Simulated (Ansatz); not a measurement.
## Notes on Sc₃Au₅

```xyz
8
Lattice="3.5336 0.0000 0.0000 0.0000 3.5336 0.0000 0.0000 0.0000 12.3845" Properties=species:S:1:pos:R:3 pbc="T T T"
Sc    1.7668    1.7668    1.5481
Sc    1.7668    1.7668   10.8364
Au    0.0000    0.0000    3.0961
Au    0.0000    0.0000    9.2884
Au    0.0000    0.0000    0.0000
Au    1.7668    1.7668    4.6442
Au    1.7668    1.7668    7.7403
Sc    0.0000    0.0000    6.1923
```

Single point in Ansatz 0.2.0 with r2SCAN, no spin polarisation. Cutoff 500 eV, PAW datasets, 10×10×3 Γ-centred k mesh, fermi-dirac filling (width 0.1 eV).

**Question.** What do density and ELF say about some of the short contacts?

**Answer.** Sc–Au at 2.94 Å: least valence density 0.19 e/Å³ and ELF 0.12 there. Au–Au at 2.94 Å: least valence density 0.26 e/Å³ and ELF 0.20 there. Sc–Sc at 3.10 Å: least valence density 0.10 e/Å³ and ELF 0.10 there. These are pseudo-fields; inside the PAW spheres they differ from the all-electron ones.

**Question.** Which element gives electrons and which takes them?

**Answer.** Bader charges in e: Sc +1.67 to +1.71, Au -1.63 to -0.86. In the mean Sc gives up most and Au takes most.

**Question.** Where is the largest force?

**Answer.** The largest is on Sc1 (and as large on other atoms): 1.27 eV/Å, components (0.00, 0.00, 1.27). It makes 58° with the line to a nearest neighbour, Au3 at 2.94 Å.

**Question.** Metal or insulator?

**Answer.** It is a metal, with about 4.2 states/eV a cell as the mean within 0.25 eV of the Fermi level.

Origin: a known structure type with other elements, at an estimated volume, so it need not be a known compound.
